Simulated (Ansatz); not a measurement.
**Property card for ScPt3**

ScPt3:
```xyz
4
Lattice="3.9216 0.0000 0.0000 0.0000 3.9216 0.0000 0.0000 0.0000 3.9216" Properties=species:S:1:pos:R:3 pbc="T T T"
Sc     0.0000     0.0000     0.0000
Pt     1.9608     1.9608     0.0000
Pt     0.0000     1.9608     1.9608
Pt     1.9608     0.0000     1.9608
```

Space group Pm-3m (No. 221), Cu3Au type; conventional cell a = 3.9216 Å, b = 3.9216 Å, c = 3.9216 Å, α = 90.00°, β = 90.00°, γ = 90.00°.

Method: LDA (plane waves, PAW; program Ansatz). Geometry: relaxed at this level of theory. Other levels are named where they apply.

### Cell and energy

| Item | Value |
|---|---|
| Volume per atom | 15.08 Å³ |
| Density | 17.35 g/cm³ |
| Formation energy from the elements (no fitted shifts) | -1.10 eV/atom |

### Electronic structure

| Property | Value |
|---|---|
| Electronic character | metallic (no gap) |
| Density of states at the Fermi level | 0.74 states/eV per atom (mean over ±0.08 eV) |

### Mechanics

| Property | Value |
|---|---|
| Bulk modulus (Birch–Murnaghan fit) | 244 GPa |
| Pressure derivative B′ | 5.1 |
| Elastic constants (relaxed ions, GPa) | C11 = 359, C12 = 188, C44 = 140 |
| Mechanical stability | stable (all eigenvalues of C positive) |
| Hill bulk and shear moduli | 245 and 115 GPa |
| Young's modulus | 298 GPa |
| Poisson's ratio | 0.30 |
| Debye temperature from the elastic constants | 346 K |

### Phonons

| Quantity | Value |
|---|---|
| Highest zone-centre frequency | 239 cm^-1 |
| Zone-centre stability | no imaginary mode at Γ |

The workflow started from a Materials Project entry (that database holds measured and hypothetical structures alike); the Crystallography Open Database files this formula in space group No. 221, but the cells were not matched. Whether it is the stable phase at ambient conditions was not checked. The LDA relaxation kept the symmetry of its start. No spin polarisation was allowed. As this level gives no gap, shear constants depend on the k-mesh and smearing (Fermi–Dirac, 0.1 eV here). As this level gives no gap, phonon frequencies hold no LO–TO term and depend on the k-mesh and smearing (Fermi–Dirac, 0.1 eV here). The references are the lowest solids computed at this level, not always the standard phases. Scalar-relativistic: spin–orbit coupling is off unless named, which matters more the heavier the elements.

Potentials: the later of the program's two PAW sets.
